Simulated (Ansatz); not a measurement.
Ge2Sb2Te5 (Ge2Sb2Te5-Kooi type, space group P-3m1)

```
CELL_PARAMETERS angstrom
      4.29363     0.00000     0.00000
     -2.14681     3.71839     0.00000
      0.00000     0.00000    17.63592
ATOMIC_POSITIONS crystal
  Te 0.00000 0.00000 0.00000
  Ge 0.66667 0.33333 0.09824
  Ge 0.33333 0.66667 0.90176
  Te 0.33333 0.66667 0.19409
  Te 0.66667 0.33333 0.80591
  Sb 0.00000 0.00000 0.30944
  Sb 0.00000 0.00000 0.69056
  Te 0.66667 0.33333 0.40641
  Te 0.33333 0.66667 0.59359
```

The slice is a (0001) plane (indices of the conventional cell) through the point (0.667, 0.333, 0.406) (fractional), spanned by u = [110] and v = [1 -1 0] in vectors of this cell: u (4.29 Å) and v (7.44 Å, at 90° to u). It covers one period; positions are fractions (u, v).

Calculation: PBE (plane waves to 420 eV, PAW, scalar-relativistic; Ansatz, an electronic-structure program). k mesh 9×9×2. These are valence fields of a PAW run, semicore shells included where kept as valence: close to a nucleus they are smooth pseudo fields. Ge2Sb2Te5 was relaxed with its symmetry unable to fall. Spin-orbit coupling is left out, though Sb and Te are heavy. The PAW data are Ansatz's earlier set.

Question: Predict the map of the electrostatic potential energy of an electron, from the cell's mean on the slice.

Answer: 
| v \ u | 0.00 | 0.12 | 0.25 | 0.38 | 0.50 | 0.62 | 0.75 | 0.88 |
|---|---|---|---|---|---|---|---|---|
| 0.86 | <-2.0 | <-2.0 | 3.8 | 5.1 | 4.9 | 5.1 | 3.8 | <-2.0 |
| 0.71 | 6.8 | 6.7 | 6.1 | 5.0 | 4.3 | 5.0 | 6.1 | 6.7 |
| 0.57 | 6.6 | 5.5 | <-2.0 | x | x | x | <-2.0 | 5.5 |
| 0.43 | 5.5 | 4.9 | -1.9 | x | x | x | -1.9 | 4.9 |
| 0.29 | 5.0 | 5.4 | 5.9 | 5.4 | 4.8 | 5.4 | 5.9 | 5.4 |
| 0.14 | <-2.0 | <-2.0 | 4.0 | 6.4 | 6.9 | 6.4 | 4.0 | <-2.0 |
| 0.00 | x | x | <-2.0 | 4.8 | 6.2 | 4.8 | <-2.0 | x |

Values: electrostatic potential energy of an electron, from the cell's mean, in eV. Points within 1 Å of a nucleus are blanked (x), as the pseudised field means little there. Values under -2 eV are set to -2. The zero, the cell's mean, hangs on the PAW cores.
